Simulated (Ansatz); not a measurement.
Re:
```yaml
crystal:
  lattice:
    - [2.75312, 0.00000, 0.00000]
    - [-1.37656, 2.38427, 0.00000]
    - [0.00000, 0.00000, 13.30038]
  atoms:
    - { symbol: Re, position: [0.00000, 0.00000, 0.66666] }
    - { symbol: Re, position: [0.33333, 0.66667, 0.83321] }
    - { symbol: Re, position: [0.00000, 0.00000, 0.00000] }
    - { symbol: Re, position: [0.33333, 0.66667, 0.16679] }
    - { symbol: Re, position: [0.00000, 0.00000, 0.33334] }
    - { symbol: Re, position: [0.66667, 0.33333, 0.50000] }
```

Relaxed with PBEsol. Special points in fractions of this cell's reciprocal vectors: Γ (0.000, 0.000, 0.000); M (0.500, 0.000, 0.000); K (0.333, 0.333, 0.000); A (0.000, 0.000, 0.500); L (0.500, 0.000, 0.500); H (0.333, 0.333, 0.500).

Problem. List the band energies nearest the Fermi level at these points for plane-wave PAW PBEsol with spin–orbit coupling (Ansatz code).

Solution. In eV from the Fermi level; about four levels below and three above (degenerate sets whole), none deeper than 8.9 eV; points with the same levels are listed once.

```csv
k,below,above
Γ,-0.99 -0.99 -0.64 -0.64,0.43 0.43 0.45 0.45
M,-0.77 -0.77 -0.18 -0.18,0.28 0.28 0.95 0.95
K,-0.20 -0.19 -0.15 -0.12,0.06 0.17 0.52
A,-0.42 -0.42 -0.35 -0.35,0.65 0.65 0.88 0.88
L,-0.58 -0.58 -0.27 -0.27,0.27 0.27 0.33 0.33
H,-0.22 -0.19 -0.15 -0.12,0.07 0.08 0.88
```

Space group P-6m2. The start of the workflow was typed in or built on a structure type; neither database checked (COD, Materials Project) lists it. It is not the phase usual at ambient conditions (space group No. 194). Symmetry was held in the PBEsol relaxation; its stability against distortions is not shown here. The run is not spin-polarised.

Potentials: the later of the program's two PAW sets.
